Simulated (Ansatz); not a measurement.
SiSn (NiAs type, P6_3/mmc) at seven volumes, the program Ansatz at the PBE level (PAW), shape and atoms relaxed at each. One row is withheld.

```json
[
 {"V (Å³/atom)": "20.827", "P (GPa)": "7.04"},
 {"V (Å³/atom)": "21.513", "P (GPa)": "4.25"},
 {"V (Å³/atom)": "22.200", "P (GPa)": "1.95"},
 {"V (Å³/atom)": "22.887", "P (GPa)": "0.00"},
 {"V (Å³/atom)": "23.573", "P (GPa)": "-1.65"},
 {"V (Å³/atom)": "24.260", "P (GPa)": "?"},
 {"V (Å³/atom)": "24.946", "P (GPa)": "-4.07"}
]
```

Problem. Fit the shown pressures and predict the withheld one.

Solution. P = (3/2)B₀(x^(7/2) − x^(5/2))[1 + (3/4)(B′ − 4)(x − 1)] with x = (V₀/V)^(2/3). Least squares on the six rows gives V₀ = 22.884 Å³/atom, B₀ = 58.9 GPa, B′ = 5.08. At V = 24.260, x = 0.9618 and P = -2.97 GPa. The run itself gave -3.05 GPa.

The cell is a constructed one: a structure type filled with these elements; neither database checked (COD, Materials Project) lists it. Its standing as an ambient phase is unchecked. The PBE relaxation kept the symmetry of its start; its stability against distortions is not shown here. Scalar-relativistic: spin–orbit coupling is off unless named, which matters more the heavier the elements.

Potentials: the later of the program's two PAW sets.
